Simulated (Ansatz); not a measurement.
## RbLuSe2 (R-3m): elastic constants by finite strains

Computed with PBEsol, all-electron LAPW in Ansatz 0.2.0, scalar-relativistic; not a measurement.

The cell comes from a PAW relaxation under the same functional.

Command:

```sh
ansatz run input.yaml --threads 2 --pin off --max-ram 5120MiB --backend cpu --events-out ev --progress --plain --runs-dir out
```

input.yaml:

```yaml
crystal:
  lattice:
    - [2.04596736978, 1.1812398117, 7.84497534694]
    - [-2.04596736978, 1.1812398117, 7.84497534694]
    - [0.0, -2.36247962339, 7.84497534694]
  atoms:
    - { symbol: Rb, position: [0.0, 0.0, 0.0] }
    - { symbol: Lu, position: [0.5, 0.5, 0.5] }
    - { symbol: Se, position: [0.231432898656, 0.231432898656, 0.231432898656] }
    - { symbol: Se, position: [0.768567101344, 0.768567101344, 0.768567101344] }
kpoints:
  mp_grid: { grid: [6, 6, 6] }
scf:
  occupations: { method: fixed }
hamiltonian:
  xc: pbesol
  pseudopotentials: { kind: all_electron, lapw: { basis_error: 0.001 } }
elastic:
  mode: relaxed_ion
  stencil: two_point
  amplitude: 0.005
```

Output (shortened where marked):

```
Warning: RAYON_NUM_THREADS=2 ignored (pool sized by the plan → 2); use --threads N
LAPW: plane waves up to 8.363 Å⁻¹, error target 1.0e-3 eV per atom; small_component_spin mean_spin; Se in spheres of 1.276 Å, 24 of its electrons in bands, Dirac shells []; Rb in spheres of 1.451 Å, 27 of its electrons in bands, ...
Engine: ansatz 0.2.0, x86_64-unknown-linux-gnu
Pseudopotentials: kind: all_electron
Pseudopotential: Rb, LAPW, valence charge 27, lapw/all_electron/scalar/gaussian/Rb, Koelling and Harmon's equation, gaussian nucleus
Pseudopotential: Lu, LAPW, valence charge 41, lapw/all_electron/scalar/gaussian/Lu, Koelling and Harmon's equation, gaussian nucleus
Pseudopotential: Se, LAPW, valence charge 24, lapw/all_electron/scalar/gaussian/Se, Koelling and Harmon's equation, gaussian nucleus
Functional definition: PBEsol
  exchange = pbesol_x
  correlation = pbesol_c
davidson cushion auto → on  (no smearing: the cushion is to keep the highest requested band from converging to the state above it; pin scf.eigensolver.cushion to override)
Crystal: 4 atoms, lattice volume = 113.757 Å³
Basis set: ecut = 266.44800515839756 eV, 1155 PW (Γ), FFT grids on a1−a3, a2−a3, a3, exchange–correlation at level 2
Bands: 70, of which v1, the nominal top of the filled ones, is band 58 counted from 1 (57 counted from 0)
Symmetry: 12 space group operations
Space group: R-3m (ITA 166), of the structure as read, at distance tolerance 4.8e-5 Å
k-points: 32 of 216
Non-local potential: Rb, projectors of the file, none
Non-local potential: Lu, projectors of the file, none
Non-local potential: Se, projectors of the file, none
Initial density: superposition of atomic densities (chi_scale 0.1, normalization cell, long waves kept (reshape's long-wave potential 0.27 eV rms))
Initial wavefunctions: plane waves of lowest kinetic energy (no species holds an atomic orbital)
Functional: x = pbesol(κ = 0.804, μ = 0.12345679012345678), c = pbesol(β = 0.046)
[... 171 lines left out ...]
  atoms:
    - { symbol: Rb, position: [-8.273422289243674e-37, 8.273422289243554e-37, 1.2067613180106527e-50] }
    - { symbol: Lu, position: [0.5, 0.5, 0.5] }
    - { symbol: Se, position: [0.23143392013400982, 0.23143392013400982, 0.23143392013400982] }
    - { symbol: Se, position: [0.76856607986599, 0.76856607986599, 0.76856607986599] }
  C = ∂σ_k/∂η_j (tension-positive GPa; Voigt order 11 22 33 23 13 12):
        78.531     20.609     23.570     10.273      0.000      0.000
        20.609     78.531     23.570    -10.273      0.000      0.000
        23.538     23.538     75.278     -0.000      0.000      0.000
        10.275    -10.275     -0.000     26.620      0.000      0.000
         0.000     -0.000     -0.000      0.000     26.620     10.275
         0.000     -0.000     -0.000      0.000     10.273     28.961
  reference stress σ⁰ (GPa):     -0.038     -0.038     -0.009      0.000      0.000      0.000
  no Pulay correction (none for the plane-wave cutoff is built on LAPW): the batch's stresses and constants are at fixed plane waves
  C* (energy form; C + prestress term) asymmetry max|C*_kj − C*_jk| = 3.115e-3 GPa — a small one proves nothing (zero by symmetry where the batch's group is 432, −43m or m−3m); a large one is finite-difference/SCF noise where ...
  moduli (Voigt/Reuss/Hill, GPa): K = 40.86/40.86/40.86   G = 27.41/24.31/25.86   E = 64.07   ν = 0.239
  mechanically stable: yes (min eigenvalue of sym C = 17.45 GPa)
  where every solve meets its electron count the energy-path curvature estimates C_jj along a normal strain and C_jj − ¼(σ⁰_aa + σ⁰_bb) along a shear (ab), closely only under elastic.basis: deformed
  strain η (Voigt 11):  stress-route row diagonal C_11 = 78.53 GPa, energy-path curvature d²(F+E_count)/dδ²/Ω₀ = 78.53 GPa
         δ    σ_11 (GPa)             F (eV)   n_scf  n_hpsi   n_pw
    -5.000e-3      -0.4364     -609362.7729355       2   36030   1155   relax 4 steps, max|allowed force component| 1.72e-5 eV/Å
     5.000e-3       0.3489     -609362.7732209       2   36030   1155   relax 3 steps, max|allowed force component| 2.16e-6 eV/Å
  strain η (Voigt 33):  stress-route row diagonal C_33 = 75.28 GPa, energy-path curvature d²(F+E_count)/dδ²/Ω₀ = 75.28 GPa
         δ    σ_33 (GPa)             F (eV)   n_scf  n_hpsi   n_pw
    -5.000e-3      -0.3901     -609362.7730683       2   16950   1155   relax 3 steps, max|allowed force component| 2.47e-7 eV/Å
     5.000e-3       0.3627     -609362.7731457       2   16958   1155   relax 3 steps, max|allowed force component| 2.06e-7 eV/Å
  strain η (Voigt 23):  stress-route row diagonal C_44 = 26.62 GPa, energy-path curvature d²(F+E_count)/dδ²/Ω₀ = 26.63 GPa
         δ    σ_23 (GPa)             F (eV)   n_scf  n_hpsi   n_pw
    -5.000e-3      -0.1315     -609362.7735408       2   36032   1155   relax 3 steps, max|allowed force component| 4.24e-5 eV/Å
     5.000e-3       0.1347     -609362.7735367       2   36030   1155   relax 3 steps, max|allowed force component| 4.20e-6 eV/Å
```

The run converged.

**Strained cells**

Elastic constants of a crystal by Kohn-Sham DFT: slopes of the stress over finite engineering strains of the given cell, Voigt indices, Cartesian axes as in the input; stress of each strained cell less that at rest, tension positive.

```csv
strain component,strain,stress xx (GPa),stress yy (GPa),stress zz (GPa),stress yz (GPa),stress xz (GPa),stress xy (GPa),relaxation steps
xx,-0.005,-0.398,-0.104,-0.12,-0.0529,0,0,4
xx,0.005,0.3873,0.102,0.1154,0.0498,0,0,3
zz,-0.005,-0.1211,-0.1211,-0.3806,0,0,0,3
zz,0.005,0.1146,0.1146,0.3722,0,0,0,3
yz,-0.005,-0.0521,0.0498,-0.0026,-0.1315,0,0,3
yz,0.005,0.0507,-0.0529,-0.0026,0.1347,0,0,3
```

Elastic moduli:

Hill averages of a grain aggregate, Debye temperature from the mean sound speed over directions.

```json
{
 "Bulk modulus": "40.86 GPa",
 "Shear modulus": "25.86 GPa",
 "Young modulus": "64.07 GPa",
 "Poisson ratio": "0.2387",
 "Bulk over shear modulus": "1.58",
 "Elastic anisotropy index": "0.6381",
 "Least young modulus": "45.98 GPa",
 "Largest young modulus": "85.8 GPa",
 "Longitudinal sound speed": "3512 m/s",
 "Transverse sound speed": "2058 m/s",
 "Elastic debye temperature": "220 K",
 "Linear compressibility (x, y, z)": "8.141, 8.141, 8.19 1/TPa"
}
```

Elastic constants:

```
Pressure at rest         : 0.029 GPa
Least elastic eigenvalue : 17.45 GPa
Elastically stable       : yes
```

| index | elastic (GPa) |
| --- | --- |
| 11 | 78.53 |
| 12 | 20.61 |
| 13 | 23.55 |
| 14 | 10.27 |
| 33 | 75.28 |
| 44 | 26.62 |

Cost: 17 min on 2 threads of Intel(R) Xeon(R) Platinum 8259CL CPU @ 2.50GHz (Skylake/Cascade Lake), on a shared host, peak memory 1.3 GiB.
